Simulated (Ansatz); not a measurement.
Values for one crystal, relaxed and computed with PBE+D3(BJ) (plane waves, PAW; program Ansatz); other levels are named.

```yaml
volume_per_atom: 15.85 Å³
band_gap: 0.44 eV (indirect)
smallest_direct_gap_on_the_standard_path: 1.18 eV
Pressure derivative B′: 2.2
Formation energy from the elements (no fitted shifts): 0.26 eV/atom
conduction_band_minimum: at U (k = 0.500, 0.000, 0.500)
Gap with spin–orbit coupling: 0.44 eV
```

Pick the material that matches.
A. BP, Pnma (B on 4c, P on 4c)
B. BAs, Pnma (B on 4c, As on 4c)
C. BN, P6_3mc (Pearson symbol hP12)
D. GeSe, Pnma (Ge on 4c, Se on 4c)

B, BAs, Pnma (B on 4c, As on 4c)

The start of the workflow was typed in or built on a structure type; neither database checked (COD, Materials Project) lists it. It is not the phase usual at ambient conditions (space group No. 216). The PBE+D3(BJ) relaxation kept the symmetry of its start; whether a distortion lowers the energy is not shown. The volume moved by 25 % from the start of the relaxation. Its formation energy is positive at this level, so the cell may be metastable or incomplete. The references are the lowest solids computed at this level, not always the standard phases. Scalar-relativistic: spin–orbit coupling is off unless named, which matters more the heavier the elements.

Potentials: the earlier of the program's two PAW sets.
